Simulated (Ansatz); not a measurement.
**Piezoelectric tensor of ScAl₃N₄**

Method: Ansatz, DFT PBE, scalar-relativistic, plane waves, PAW. Plane waves to 420 eV; Γ-centred k mesh 4×4×6; fixed occupations. No spin polarisation.

Equilibrium structure at this level:
```
CELL_PARAMETERS angstrom
6.48315 0.00000 0.00000
0.00000 5.60991 0.00000
0.00000 0.00000 5.06468
ATOMIC_POSITIONS crystal
Sc 0.00000 0.83657 0.99082
Sc 0.50000 0.16343 0.49082
Al 0.00000 0.17878 0.50489
Al 0.50000 0.82122 0.00489
Al 0.25029 0.33778 0.00451
Al 0.75029 0.66222 0.50451
Al 0.24971 0.66222 0.50451
Al 0.74971 0.33778 0.00451
N 0.00000 0.19564 0.88131
N 0.00000 0.84138 0.41865
N 0.23413 0.34399 0.38015
N 0.76587 0.34399 0.38015
N 0.50000 0.80436 0.38131
N 0.50000 0.15862 0.91865
N 0.73413 0.65601 0.88015
N 0.26587 0.65601 0.88015
```

The cell was found from a proposed guess, not taken from experiment.

Task: Give the relaxed-ion proper piezoelectric stress tensor e_iJ (C/m², Voigt columns xx yy zz yz xz xy).

Result:
```
x    0.00  0.00  0.00  0.00 -0.27  0.00
y    0.00  0.00  0.00 -0.30  0.00  0.00
z   -0.64 -0.67  1.96  0.00  0.00  0.00
```
Signs follow the orientation of the cell as given.

Task: With the elastic constants (GPa, Voigt order)
C11 = 299.5, C12 = 136.5, C13 = 118.7, C22 = 298.4, C23 = 117.1, C33 = 250.8, C44 = 94.0, C55 = 96.2, C66 = 81.9 GPa; the others vanish.
find the strain coefficients d = e·C⁻¹ (pC/N).

Result:
```
x    0.0  0.0  0.0  0.0 -2.8  0.0
y    0.0  0.0  0.0 -3.2  0.0  0.0
z   -4.8 -4.9 12.4  0.0  0.0  0.0
```
